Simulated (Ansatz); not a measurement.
Nb (bcc, W type)

```
CELL_PARAMETERS angstrom
     -1.65478     1.65478     1.65478
      1.65478    -1.65478     1.65478
      1.65478     1.65478    -1.65478
ATOMIC_POSITIONS crystal
  Nb 0.00000 0.00000 0.00000
```

E(V) scan at fixed shape, V₀ the volume above. Symmetry pins the atoms to their sites.

Method: PBE (plane waves to 420 eV, PAW, scalar-relativistic; Ansatz, a program for electronic structure). k mesh 20×20×20 (Γ-centred), Fermi-Dirac smearing 0.05 eV. E stands for the smeared free energy. Stress and pressure are positive under compression. Nb is run without spin polarisation. Nb was relaxed with its symmetry unable to fall. The PAW data are Ansatz's earlier set. ΔE is measured from the relaxed starting cell. The last digit holds for this mesh only.

```
V (Å³/atom)  ΔE (meV/atom)
-----------  -------------
16.313               113.7
16.675                70.2
17.038                38.2
17.400                16.4
17.763                 4.0
18.125                 0.0
18.488                 3.7
18.850                14.4
19.213                31.5
19.575                54.3
19.938            withheld
```

**Question.** Fit a third-order Birch-Murnaghan form (E₀, V₀, B₀, B₀′ free) to the given rows and predict ΔE at V = 19.938.

**Answer.** Least squares on the 10 given rows: ΔE = E₀ + (9V₀B₀/16)·y²·[2 + (B₀′ − 4)y], y = (V₀/V)^(2/3) − 1, with V₀ = 18.125 Å³/atom, B₀ = 169.8 GPa (160.2 GPa = 1 eV/Å³; the term in eV is multiplied by 1000), B₀′ = 3.82, E₀ = -0.01 meV/atom; root-mean-square residual 0.05 meV/atom. At 19.938 the fit gives 82.4 meV/atom; the calculation gives 82.4 meV/atom, the same to the digits shown. For the pressure the fit gives -13.5 GPa against the computed -13.5 GPa.

(A scan under strain: stresses follow from slopes of the energy per volume, elastic moduli from its curvatures.)
